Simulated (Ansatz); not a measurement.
Ge:
Space group P4₃2₁2 (No. 96); a = 5.929 Å, b = 5.929 Å, c = 6.955 Å, α = 90.00°, β = 90.00°, γ = 90.00°

```csv
atom,site,symmetry,x,y,z
Ge,4a,..2,0.0886,0.0886,0.0000
Ge,8b,1,0.1721,0.3694,0.2575
```

Relaxed with PBEsol. Plane-wave PAW PBEsol (Ansatz code) gives a gap of 0.40 eV.

What gap does HSE06 give on the same cell (Ansatz, PAW)?

0.98 eV, 0.58 eV more. The hybrid was solved on a coarser mesh and at special points; the gap given is the minimum over both.

```json
[
 {"k": "Γ", "v1 PBEsol": "-0.23", "c1 PBEsol": "1.38", "v1 HSE06": "…", "c1 HSE06": "…"},
 {"k": "Z", "v1 PBEsol": "-0.76", "c1 PBEsol": "0.76", "v1 HSE06": "…", "c1 HSE06": "…"},
 {"k": "M", "v1 PBEsol": "-0.09", "c1 PBEsol": "1.13", "v1 HSE06": "…", "c1 HSE06": "…"},
 {"k": "A", "v1 PBEsol": "-1.05", "c1 PBEsol": "1.14", "v1 HSE06": "-1.15", "c1 HSE06": "1.67"},
 {"k": "R", "v1 PBEsol": "-0.56", "c1 PBEsol": "0.68", "v1 HSE06": "…", "c1 HSE06": "…"},
 {"k": "X", "v1 PBEsol": "-0.11", "c1 PBEsol": "1.15", "v1 HSE06": "-0.12", "c1 HSE06": "1.70"}
]
```

Top valence (v1) and lowest conduction level (c1) in eV from each method's valence maximum (which need not be a listed point): supply the withheld HSE06 values.


- R, v1 HSE06: -0.63
- R, c1 HSE06: 1.25
- Z, v1 HSE06: -0.85
- Z, c1 HSE06: 1.28
- M, v1 HSE06: -0.12
- M, c1 HSE06: 1.74
- Γ, v1 HSE06: -0.27
- Γ, c1 HSE06: 1.93

Cost on shared cores: the PBEsol run (SCF on a 5×5×4 mesh, then bands and DOS) very roughly 8 core-minutes, the HSE06 run (SCF on 3×3×3, then a few points) about 6 core-minutes (a rough figure); the tasks are unlike.

Space group P4_32_12. The workflow started from a Materials Project entry (that database holds measured and hypothetical structures alike); the Crystallography Open Database files this formula in space group No. 96, but the cells were not matched. It is not the phase usual at ambient conditions (space group No. 227). The PBEsol relaxation kept the symmetry of its start; its stability against distortions is not shown here. Spin–orbit coupling is left out wherever it is not named.

Potentials: the earlier of the program's two PAW sets. The files were generated under PBE; for other functionals the program regenerates the frozen cores, and for LDA and PBEsol the local potential too.
